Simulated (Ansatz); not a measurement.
**Se: what symmetry allows forces and stress to be**

```yaml
crystal:
  lattice:
    - [1.32797, -4.16175, 0.00000]
    - [1.32797, 4.16175, 0.00000]
    - [0.00000, 0.00000, 4.28274]
  atoms:
    - { symbol: Se, position: [0.93937, 0.06063, 0.25000] }
    - { symbol: Se, position: [0.06063, 0.93937, 0.75000] }
```

Computed with DFT PBEsol, scalar-relativistic, plane waves, PAW (Ansatz).

Cutoff 420 eV; k points 16×16×10 on the computed 2-atom cell (Γ-centred); Gaussian smearing, width 0.10 eV; no spin polarisation.

This distorted cell has space group Cmcm, with 8 operations.

Problem. Without a calculation: in which directions can each atom feel a force?

Solution. A force must be left unchanged by every operation that keeps its atom in place, so it lies in the space that those operations leave fixed. Atoms that the group maps onto each other feel forces of one size.
| atom | site symmetry | operations at the site | equivalent to atom | allowed force (Cartesian) |
| --- | --- | --- | --- | --- |
| Se1 | m2m | 4 | 1 | along (0.00, 1.00, 0.00) |
| Se2 | m2m | 4 | 1 | along (0.00, 1.00, 0.00) |

That leaves 1 independent force component of 6. A relaxation in this cell that keeps the symmetry moves the atoms in these directions alone.

Problem. And the stress tensor?

Solution. It must be invariant under the point group, which leaves 3 independent components: yz, xz, xy vanish.

Problem. Do the computed values obey this?

Solution. Yes. Forces (eV/Å):
```
Se1  0.000  0.898  0.000
Se2  0.000 -0.898  0.000
```

Stress (GPa, compression positive, xx yy zz yz xz xy): 12.96 1.83 21.98 0.00 0.00 0.00. The program imposes the same operations on density, forces and stress, so this confirms the analysis and is no independent test of the calculation.

The cell holds layers, and where no dispersion correction was added their binding is poorly described. Spin polarisation was left out, and a magnetic state may lie lower.

This form isn't the element's structure at ambient conditions.